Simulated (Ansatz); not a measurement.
# Calculated Zn-67 NMR of the central transition for ZrZnS3O12

Cell: a Materials Project structure (computed, not necessarily an observed phase).

Space group R3c:H (No. 161); a = 8.8478, c = 22.7301 Å, γ = 120.00°.

| site | Wyckoff | site symmetry | x | y | z |
| --- | --- | --- | --- | --- | --- |
| Zr | 6a | 3. | 0.0000 | 0.0000 | 0.3557 |
| Zn | 6a | 3. | 0.0000 | 0.0000 | 0.6468 |
| S | 18b | 1 | 0.6201 | 0.6600 | 0.4156 |
| O11 | 18b | 1 | 0.1805 | 0.9697 | 0.6970 |
| O17 | 18b | 1 | 0.8214 | 0.0311 | 0.3025 |
| O23 | 18b | 1 | 0.2001 | 0.1770 | 0.5921 |
| O29 | 18b | 1 | 0.7967 | 0.8225 | 0.4086 |

One atom of each set is listed; the run and its k-mesh use a cell of 34 atoms with edges of 9.14, 9.14, 9.14 Å.

The numbers come from a DFT calculation in Ansatz (PBE, plane waves and PAW, scalar-relativistic, 420 eV cutoff, Γ-centred 3×3×3 k-points, Fermi–Dirac smearing 0.02 eV).

Zn-67 has I = 5/2 and Q = 122.0 mb (Pyykkö 2018); at 16.4 T its Larmor frequency is ν₀ = 43.8 MHz. Only the quadrupole interaction is simulated: positions count from each site's isotropic chemical shift, and J coupling is left out, as are shift anisotropy and dipolar coupling, which fast spinning averages.

Task: Simulate the second-order pattern (fast magic-angle spinning, Gaussian broadening 0.04 kHz) of site Zn (6 O at 2.09 Å).

Result: The calculation gives C_Q = 1.60 MHz and η = 0.00, so ν_Q = 0.239 MHz and the centre of gravity lies at -7.97 ppm (-0.349 kHz).

(offset (kHz), height): (-0.9065, 0), (-0.8798, 2), (-0.8531, 5), (-0.8264, 5), (-0.7997, 5), (-0.7730, 6), (-0.7463, 6), (-0.7196, 6), (-0.6929, 6), (-0.6662, 6), (-0.6395, 7), (-0.6129, 7), (-0.5862, 10), (-0.5595, 41), (-0.5328, 80), (-0.5061, 65), (-0.4794, 50), (-0.4527, 44), (-0.4260, 41), (-0.3993, 40), (-0.3726, 39), (-0.3459, 39), (-0.3192, 40), (-0.2925, 41), (-0.2658, 43), (-0.2391, 46), (-0.2125, 51), (-0.1858, 61), (-0.1591, 86), (-0.1324, 100), (-0.1057, 36), (-0.0790, 2)

An axis of threefold or higher order runs through Zn, so V_zz lies along it and η is zero.

The largest force is 0.4 eV/Å, so the atoms aren't at the calculated equilibrium and relaxing them would move these values.
